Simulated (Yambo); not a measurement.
Absorption of Ba$_{2}$MgWO$_{6}$ (space group Fm-3m, No. 225) with and without the electron-hole interaction (Yambo, LDA bands; 4×4×4 mesh, 15 valence and 9 conduction bands, static screening with 89 bands and a 3 Ry block, scissor 1.82 eV, Tamm-Dancoff; field along x).

```csv
E (eV),"Im ε, BSE","Im ε, independent quasiparticles"
2.66,0.08,0.07
2.76,0.08,0.07
2.86,0.09,0.07
2.97,0.10,0.08
3.07,0.11,0.08
3.17,0.12,0.09
3.27,0.13,0.10
3.37,0.15,0.10
3.47,0.17,0.11
3.57,0.20,0.12
3.67,0.24,0.13
3.77,0.30,0.15
3.87,0.40,0.16
3.97,0.56,0.18
4.07,0.88,0.20
4.17,1.49,0.23
4.27,1.99,0.27
4.37,1.69,0.31
4.47,1.68,0.37
4.57,2.07,0.46
4.67,2.54,0.59
4.77,3.33,0.81
4.88,3.29,1.21
4.98,2.91,1.82
5.08,2.90,2.31
5.18,3.14,2.94
5.28,2.79,4.08
5.38,2.09,5.21
5.48,1.72,5.48
5.58,1.56,5.13
5.68,1.48,5.24
5.78,1.36,6.15
5.88,1.34,6.44
5.98,1.50,6.07
6.08,1.85,6.08
6.18,2.36,6.20
6.28,2.79,6.54
6.38,2.88,5.90
6.48,2.54,4.91
6.58,2.45,4.32
6.68,2.92,3.64
6.79,3.40,2.87
6.89,2.85,2.63
6.99,2.19,2.55
7.09,2.08,2.02
7.19,2.50,1.62
7.29,3.03,1.46
7.39,2.93,1.29
7.49,3.12,1.23
7.59,4.33,1.23
7.69,5.88,1.25
7.79,6.04,1.15
7.89,6.44,1.07
7.99,6.09,1.21
8.09,5.21,1.54
8.19,4.76,1.69
```

The scissor comes from a G0W0 run whose convergence isn't established. Broadening 0.15 eV. The band window holds all transitions up to 8.3 eV. Fine structure above the onset can come from the mesh.

Without spin-orbit coupling, band edges of such heavy elements can be off by tenths of an eV.

Geometry of the Materials Project entry, not relaxed at this level; primitive cell a = b = c = 5.824 Å, α = β = γ = 60.00°.
